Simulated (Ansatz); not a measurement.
**Calculated K-41 nuclear quadrupole resonance for KBaPS4**

Cell: an entry of the Crystallography Open Database (COD) whose atoms were relaxed with PBE, the cell held.

Space group Pnma (No. 62); a = 11.5870, b = 6.7000, c = 10.1180 Å.

```csv
site,Wyckoff,site symmetry,x,y,z
K,4c,.m.,0.1109,0.2500,0.3304
Ba,4c,.m.,0.1465,0.2500,0.8878
P,4c,.m.,0.8161,0.2500,0.8981
S13,8d,1,0.2864,0.9988,0.1063
S21,4c,.m.,0.4151,0.2500,0.7715
S25,4c,.m.,0.9142,0.2500,0.0690
```

One atom of each set is listed.

All values are calculated (Ansatz; DFT, PBE, plane waves and PAW, scalar-relativistic, 420 eV cutoff, Γ-centred 3×4×3 k-points, Fermi–Dirac smearing 0.02 eV), not measured.

K-41: I = 3/2, Q = 73.40 mb (year-2017 value). Static lattice, zero field.

Problem. At which frequencies do the K-41 NQR lines lie?

Solution. For I = 3/2 there is one line, ν = (|C_Q|/2)(1 + η²/3)^½.

```
site  atoms  V_zz (10²¹ V/m²)  C_Q (MHz)     η  line frequencies (MHz)
   K      4              1.11       1.97  0.95                    1.12
```

Problem. And for K-39 (I = 3/2, Q = 60.30 mb) on K?

Solution. C_Q scales with Q to 1.62 MHz, with lines at 0.924 MHz.

The relaxation (9 steps) took 2.7 min of wall time (10 min of CPU time) and 3 GiB at its peak, on 4 threads of Intel Xeon Platinum 8175M CPU @ 2.50GHz (Skylake/Cascade Lake) (x86_64; 16 cores open to the job, memory cap 8.0 GiB, no GPU), a shared host with a load of 0.3 a core.
